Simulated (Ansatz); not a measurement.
Consider the following.

BaFeO3:
```cif
data_BaFeO3
_chemical_formula_sum 'Fe1 O3 Ba1'
_space_group_name_H-M_alt 'P 1'
_space_group_IT_number 1
_cell_length_a 3.93928
_cell_length_b 3.93928
_cell_length_c 3.93928
_cell_angle_alpha 90.000
_cell_angle_beta 90.000
_cell_angle_gamma 90.000
loop_
_space_group_symop_operation_xyz
  'x, y, z'
loop_
_atom_site_label
_atom_site_type_symbol
_atom_site_fract_x
_atom_site_fract_y
_atom_site_fract_z
_atom_site_occupancy
Fe1 Fe 0.50000 0.50000 0.50000 1
O1 O 0.50000 0.50000 0.00000 1
O2 O 0.00000 0.50000 0.50000 1
O3 O 0.50000 0.00000 0.50000 1
Ba1 Ba 0.00000 0.00000 0.00000 1
```
The run is spin-polarised.

This is the r²SCAN-relaxed structure.

### Question
All from r²SCAN in the plane-wave PAW code Ansatz, unless another level is named. Predict the net moment.

### Answer
0.80 μB per atom.

### Question
What about the Bader charges?

### Answer
Fe +1.87, O -1.15, Ba +1.59 e.

Space group Pm-3m (cubic perovskite). The workflow started from an entry of the Crystallography Open Database (COD), which files this formula under 2 space groups. Its standing as an ambient phase is unchecked. The cell was relaxed with r²SCAN under the symmetry of its start; its stability against distortions is not shown here. Spin order of the final state: ferromagnetic, chosen from 4 collinear starts compared on coarse meshes (ties went to the first, and starts can fall back to one state), not a proven ground state. Other orbital occupations within this spin state were not tried. No Hubbard U is applied. For itinerant 3d metals, meta-GGAs of the SCAN family and hybrids are commonly reported to give too large moments. Scalar-relativistic: spin–orbit coupling is off unless named, which matters more the heavier the elements.

Potentials: the later of the program's two PAW sets.
